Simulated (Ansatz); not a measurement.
A change and its effect: BeNi (Pm-3m)

```
CELL_PARAMETERS angstrom
2.58858 0.00000 0.00000
0.00000 2.58858 0.00000
0.00000 0.00000 2.58858
ATOMIC_POSITIONS crystal
Be 0.00000 0.00000 0.00000
Ni 0.50000 0.50000 0.50000
```

Level of theory, where no other is named: r²SCAN, PAW on Ansatz 0.2.0's default frozen-core files (fitted under PBE), scalar-relativistic. k mesh 18×18×18, strains of ±0.005, Fermi-Dirac smearing of 0.080 eV, cutoff 500 eV. The cell was relaxed by PAW under this functional. This phase needn't be the one found at ambient conditions.

With these settings the run gives C11 = 244.9, C44 = 155.3 GPa and B_V = 196.9 GPa (relaxed ions).

Q: The run is repeated in the same cell with scf.occupations.method from fermi_dirac to methfessel_paxton; scf.occupations.width from 0.08 to 0.05. What moves, and by how much?

A: C11: -30.6 %; C44: +5.52 %; B_V: +0.19 %.

Keep in mind: frozen-core PAW files fitted under PBE, their cores solved anew for the functional of the run; no spin polarisation, a magnetic state may lie lower; responses of metals move with mesh and smearing; the softest shear constant rests on one k mesh, and a soft shear can herald a distortion on cooling.
